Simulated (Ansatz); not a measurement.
Consider the following.

CuCl:
```cif
data_ClCu
_chemical_formula_sum 'Cu1 Cl1'
_space_group_name_H-M_alt 'P 1'
_space_group_IT_number 1
_cell_length_a 3.74056
_cell_length_b 3.74056
_cell_length_c 3.74056
_cell_angle_alpha 60.000
_cell_angle_beta 60.000
_cell_angle_gamma 60.000
loop_
_space_group_symop_operation_xyz
  'x, y, z'
loop_
_atom_site_label
_atom_site_type_symbol
_atom_site_fract_x
_atom_site_fract_y
_atom_site_fract_z
_atom_site_occupancy
Cu1 Cu 0.50000 0.50000 0.50000 1
Cl1 Cl 0.25000 0.25000 0.25000 1
```

This is the PBEsol-relaxed structure.

**Question.** All from DFT-PBEsol in the program Ansatz with PAW potentials, unless another level is named. Predict the HSE06 gap on the PBEsol cell.

**Answer.** 2.46 eV.

**Question.** And the hole effective mass, band 3 of 3 at the edge?

**Answer.** 0.34 along [100], 0.28 along [110], 0.27 along [111] (mₑ).

**Question.** What about the hole effective mass, band 2 of 3 at the edge?

**Answer.** 1.3 along [100], 1.3 along [110], 2.7 along [111] (mₑ).

Space group F-43m (zinc blende). The PBEsol relaxation kept the symmetry of its start. No spin polarisation was allowed.

Potentials: the later of the program's two PAW sets.
